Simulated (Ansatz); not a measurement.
WS2 (2H-MoS2 type), relaxed with r2SCAN+rVV10 in the PAW code Ansatz. The symmetry is P6_3/mmc (No. 194, hexagonal); a = 3.170 Å, c = 12.491 Å in the conventional setting, 18.12 Å³ an atom. W has 6 S at 2.41 Å; S has 3 W at 2.41 Å.

The axes x, y and z are those of this cell:
```
CELL_PARAMETERS angstrom
3.16995 0.00000 0.00000
-1.58497 2.74525 0.00000
0.00000 0.00000 12.49107
ATOMIC_POSITIONS crystal
W 0.33333 0.66667 0.25000
W 0.66667 0.33333 0.75000
S 0.66667 0.33333 0.37511
S 0.66667 0.33333 0.12489
S 0.33333 0.66667 0.87511
S 0.33333 0.66667 0.62489
```

Unstrained: PBE gives an indirect gap of 1.042 eV, from Γ to Γ–K (0.52 of the way from Γ); the least direct gap is 1.773 eV at K. The r2SCAN gap is indirect, 1.151 eV (Γ to Γ–K (0.52 of the way from Γ)), below the direct gap of 1.898 eV at K. HSE06 gives an indirect gap of 1.573 eV, from Γ to Γ–K (0.52 of the way from Γ); the least direct gap is 2.258 eV at K. The r2SCAN+SOC gap is indirect, 1.100 eV (Γ to Γ–K (0.52 of the way from Γ)), below the direct gap of 1.698 eV at K. Meshes: PBE 12×12×2, r2SCAN 12×12×2, HSE06 6×6×2, r2SCAN+SOC 12×12×2. Strains are changes of length per length. After each strain the atoms were relaxed again with r2SCAN+rVV10 in this cell and within any symmetry left, so distortions that break it or need a larger cell weren't tested; points keep the names that they have in the unstrained zone. Non-magnetic throughout; all numbers are computed.

(1) Apply isotropic -3.0 % on every length. How far does the gap move, against the unstrained cell?

(2) Estimate what isotropic -2.0 % on every length does to the gap.

(3) Estimate what isotropic +4.0 % on every length does to the gap.

(4) Estimate what isotropic -4.0 % on every length does to the gap.

(5) Estimate what isotropic +3.0 % on every length does to the gap.

(6) Apply isotropic +1.0 % on every length. How far does the gap move, against the unstrained cell?

(7) Estimate what isotropic -1.0 % on every length does to the gap.

(8) Apply isotropic +2.0 % on every length. How far does the gap move, against the unstrained cell?

(9) Order the strained cells by their r2SCAN+SOC gap, smallest first.
A. isotropic -3.0 % on every length
B. isotropic -2.0 % on every length
C. isotropic +3.0 % on every length
D. isotropic +4.0 % on every length
E. isotropic -4.0 % on every length
F. isotropic +1.0 % on every length
G. isotropic +2.0 % on every length
H. isotropic -1.0 % on every length

Answers

(1) PBE: the gap goes from 1.042 to 0.874 eV (-0.168 eV); the edges go from Γ → Γ–K (0.52) to Γ → Γ–K (0.53). r2SCAN: the gap goes from 1.151 to 0.990 eV (-0.161 eV); the edges go from Γ → Γ–K (0.52) to Γ → Γ–K (0.53). HSE06: the gap goes from 1.573 to 1.388 eV (-0.185 eV); the edges go from Γ → Γ–K (0.52) to Γ → Γ–K (0.53). r2SCAN+SOC: the gap goes from 1.100 to 0.946 eV (-0.154 eV); the edges go from Γ → Γ–K (0.52) to Γ → Γ–K (0.53).

(2) PBE: the gap goes from 1.042 to 0.939 eV (-0.103 eV); the edges go from Γ → Γ–K (0.52) to Γ → Γ–K (0.53). r2SCAN: the gap goes from 1.151 to 1.053 eV (-0.098 eV); the edges go from Γ → Γ–K (0.52) to Γ → Γ–K (0.53). HSE06: the gap goes from 1.573 to 1.460 eV (-0.113 eV); the edges go from Γ → Γ–K (0.52) to Γ → Γ–K (0.53). r2SCAN+SOC: the gap goes from 1.100 to 1.007 eV (-0.093 eV); the edges go from Γ → Γ–K (0.52) to Γ → Γ–K (0.53).

(3) PBE: the gap goes from 1.042 to 0.568 eV (-0.474 eV); the edges go from Γ → Γ–K (0.52) to Γ → K. r2SCAN: the gap goes from 1.151 to 0.624 eV (-0.527 eV); the edges go from Γ → Γ–K (0.52) to Γ → K. HSE06: the gap goes from 1.573 to 0.959 eV (-0.614 eV); the edges go from Γ → Γ–K (0.52) to Γ → K. r2SCAN+SOC: the gap goes from 1.100 to 0.597 eV (-0.503 eV); the edges go from Γ → Γ–K (0.52) to Γ → K.

(4) PBE: the gap goes from 1.042 to 0.798 eV (-0.244 eV); the edges go from Γ → Γ–K (0.52) to Γ → Γ–K (0.53). r2SCAN: the gap goes from 1.151 to 0.916 eV (-0.235 eV); the edges go from Γ → Γ–K (0.52) to Γ → Γ–K (0.53). HSE06: the gap goes from 1.573 to 1.304 eV (-0.269 eV); the edges go from Γ → Γ–K (0.52) to Γ → Γ–K (0.53). r2SCAN+SOC: the gap goes from 1.100 to 0.873 eV (-0.227 eV); the edges go from Γ → Γ–K (0.52) to Γ → Γ–K (0.53).

(5) PBE: the gap goes from 1.042 to 0.718 eV (-0.324 eV); the edges go from Γ → Γ–K (0.52) to Γ → K. r2SCAN: the gap goes from 1.151 to 0.780 eV (-0.371 eV); the edges go from Γ → Γ–K (0.52) to Γ → K. HSE06: the gap goes from 1.573 to 1.127 eV (-0.446 eV); the edges go from Γ → Γ–K (0.52) to Γ → K. r2SCAN+SOC: the gap goes from 1.100 to 0.747 eV (-0.353 eV); the edges go from Γ → Γ–K (0.52) to Γ → K.

(6) PBE: the gap goes from 1.042 to 1.044 eV (+0.002 eV); the edges go from Γ → Γ–K (0.52) to Γ → K. r2SCAN: the gap goes from 1.151 to 1.117 eV (-0.034 eV); the edges go from Γ → Γ–K (0.52) to Γ → K. HSE06: the gap goes from 1.573 to 1.488 eV (-0.085 eV); the edges go from Γ → Γ–K (0.52) to Γ → K. r2SCAN+SOC: the gap goes from 1.100 to 1.070 eV (-0.030 eV); the edges go from Γ → Γ–K (0.52) to Γ → K.

(7) PBE: the gap goes from 1.042 to 0.995 eV (-0.047 eV). r2SCAN: the gap goes from 1.151 to 1.106 eV (-0.045 eV). HSE06: the gap goes from 1.573 to 1.522 eV (-0.051 eV). r2SCAN+SOC: the gap goes from 1.100 to 1.058 eV (-0.042 eV).

(8) PBE: the gap goes from 1.042 to 0.877 eV (-0.165 eV); the edges go from Γ → Γ–K (0.52) to Γ → K. r2SCAN: the gap goes from 1.151 to 0.945 eV (-0.206 eV); the edges go from Γ → Γ–K (0.52) to Γ → K. HSE06: the gap goes from 1.573 to 1.303 eV (-0.270 eV); the edges go from Γ → Γ–K (0.52) to Γ → K. r2SCAN+SOC: the gap goes from 1.100 to 0.906 eV (-0.194 eV); the edges go from Γ → Γ–K (0.52) to Γ → K.

(9) D (0.60 eV), C (0.75 eV), E (0.87 eV), G (0.91 eV), A (0.95 eV), B (1.01 eV), H (1.06 eV), F (1.07 eV).

Only the levels marked +SOC include spin-orbit coupling.

Where an edge lies off the special points, it is a point of the mesh or the k point where a search put PBE's edge or least direct gap, reused for the other functionals, whose own edges may lie a little apart.

The meshes of the hybrids are coarse, so their gaps aren't converged to the digits shown.
